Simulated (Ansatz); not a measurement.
# Collinear states of MoSe

Theory: Ansatz 0.2.0, DFT PBE+U, scalar-relativistic, plane waves, PAW.

```yaml
crystal:
  lattice:
    - [0.00000, 2.61016, 2.61016]
    - [2.61016, 0.00000, 2.61016]
    - [2.61016, 2.61016, 0.00000]
  atoms:
    - { symbol: Mo, position: [0.00000, 0.00000, 0.00000] }
    - { symbol: Se, position: [0.50000, 0.50000, 0.50000] }
```

```
plane-wave cutoff                                : 420 eV
Γ-centred k-mesh                                 : 14×14×14
occupation rule                                  : Gaussian smearing, 0.05 eV
U_eff on Löwdin-orthogonalised atomic d orbitals : Mo 6 eV
list of starting moments (μB, in atom order)     : 3.5 0
check for lower electronic states after the SCF  : on
```

All runs keep this geometry, which isn't relaxed for the lowest state (largest force there 0.000 eV/Å, pressure 35.0 GPa) and needn't be a stable compound; relaxing each order would shift the differences by some 100 meV/atom, going by the pressures and a bulk modulus of about 150 GPa. A propagation vector, in units of the reciprocal vectors, doubles the cell, which takes an equally dense mesh. Site moments are spin moments in atom-centred spheres that scale with the neighbour distance. The states are those that the runs reached from these starts; a lower one can exist.

Problem. Starts tried: large parallel starting moments; antiferromagnetic, doubled cell, propagation vector (0, 1/2, 1/2). Which state comes out lowest, and what are the moments?

Solution. The lowest state is antiferromagnetic, reached from the start “antiferromagnetic, doubled cell, propagation vector (0, 1/2, 1/2)”, with site moments (μB) Mo +2.94, Mo -2.94.

```csv
start,ends,energy above lowest (meV/atom),site moments (μB),gap on mesh (eV),P (GPa)
large parallel starting moments,ferromagnetic,75.9,"Mo +3.03, Se -0.06",metal,38.8
"antiferromagnetic, doubled cell, propagation vector (0, 1/2, 1/2)",antiferromagnetic,0.00,"Mo +2.94, Mo -2.94",metal,35.0
```

Cost: 2 runs of about 1.2 core-minutes in all, on Intel Xeon Processor @ 2.70GHz (shared hosts).